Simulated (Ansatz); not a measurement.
**Question.** Each is relaxed and computed with the program Ansatz at the r²SCAN level (PAW). Which is the only metal?
A. SiO2, P3_221 (Si on 3a, O on 6c)
B. Si3N4, Fd-3m (Si on 16c, Si on 8b, N on 32e)
C. Rb2NiF4, I4/mmm (Rb on 4e, Ni on 2a, F on 4c, F on 4e)
D. YSi2Os2, I4/mmm (Y on 2a, Os on 4d, Si on 4e)

**Answer.** D, YSi2Os2, I4/mmm (Y on 2a, Os on 4d, Si on 4e). YSi2Os2: metal; SiO2: gap 6.60 eV (indirect); Rb2NiF4: gap 3.29 eV; Si3N4: gap 4.03 eV. Spin orders computed, not proven ground states: Rb2NiF4, I4/mmm (Rb on 4e, Ni on 2a, F on 4c, F on 4e) antiferromagnetic. Standing as an ambient phase not checked: YSi2Os2, I4/mmm (Y on 2a, Os on 4d, Si on 4e); Rb2NiF4, I4/mmm (Rb on 4e, Ni on 2a, F on 4c, F on 4e). All cells were relaxed under the symmetry of their starts (and spin orders); stability against distortions was not tested throughout. Cells of antiferromagnets are given as chemical subcells. Rows with no word on spin ran without spin polarisation. No Hubbard U is applied. Spin–orbit coupling is left out wherever it is not named.

Potentials: the later of the program's two PAW sets.
